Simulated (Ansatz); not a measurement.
Theory: DFT PBE, scalar-relativistic, plane waves, PAW in Ansatz. Each cell gets a short relaxation within its symmetry: 420 eV, a coarse mesh through Γ, smearing of 0.2 eV, at most 16 steps to 0.08 eV/Å and 0.8 GPa. Magnetic atoms start with parallel moments. Energies are free energies per atom, good to about 0.1 eV/atom between metallic cells, end volumes are rough, and groups of ends are read at 0.1 Å.

Two unrelaxed guesses for Al4Co:

A.

```cif
data_structure
_symmetry_space_group_name_H-M 'Fd-3m:1'
_symmetry_Int_Tables_number 227
_cell_length_a 8.6177
_cell_length_b 8.6177
_cell_length_c 8.6177
_cell_angle_alpha 90.000
_cell_angle_beta 90.000
_cell_angle_gamma 90.000
_cell_volume 640.00
loop_
_atom_site_label
_atom_site_type_symbol
_atom_site_symmetry_multiplicity
_atom_site_Wyckoff_symbol
_atom_site_fract_x
_atom_site_fract_y
_atom_site_fract_z
_atom_site_occupancy
Al1 Al 32 e 0.36513 0.86513 0.36513 1
Co1 Co 8 a 0.25000 0.25000 0.25000 1
```

B.

```cif
data_structure
_symmetry_space_group_name_H-M 'I4/mmm'
_symmetry_Int_Tables_number 139
_cell_length_a 4.2008
_cell_length_b 4.2008
_cell_length_c 8.3202
_cell_angle_alpha 90.000
_cell_angle_beta 90.000
_cell_angle_gamma 90.000
_cell_volume 146.82
loop_
_atom_site_label
_atom_site_type_symbol
_atom_site_symmetry_multiplicity
_atom_site_Wyckoff_symbol
_atom_site_fract_x
_atom_site_fract_y
_atom_site_fract_z
_atom_site_occupancy
Al1 Al 8 g 0.00000 0.50000 0.13960 1
Co1 Co 2 b 0.50000 0.50000 0.00000 1
```

Problem. Compare their energies before and after the relaxation.

Solution. As given, A is lower by 0.90 eV/atom. Relaxed, B is lower by 0.47 eV/atom, so the order turns round. A goes from Fd-3m at 16.0 Å³/atom to Fd-3m at 18.3 Å³/atom and gains 0.26 eV/atom. B goes from I4/mmm at 14.7 Å³/atom to I4/mmm at 17.3 Å³/atom and gains 1.64 eV/atom. The closest pair in A goes from Al–Co at 2.01 Å to Al–Co at 2.23 Å. The closest pair in B goes from Al–Al at 1.84 Å to Al–Co at 2.42 Å. At the end: counting all near atoms (those within 1.25 times the shortest distance at each site; a plus sign parts nearer from farther groups), A has Al 1+3, Co 4 and B has Al 2+6, Co 8. The lowest end among all the guesses of this search lies 0.17 eV/atom under the better of the two.

The starting moments died out in these cells; another start or a finer mesh might hold them.
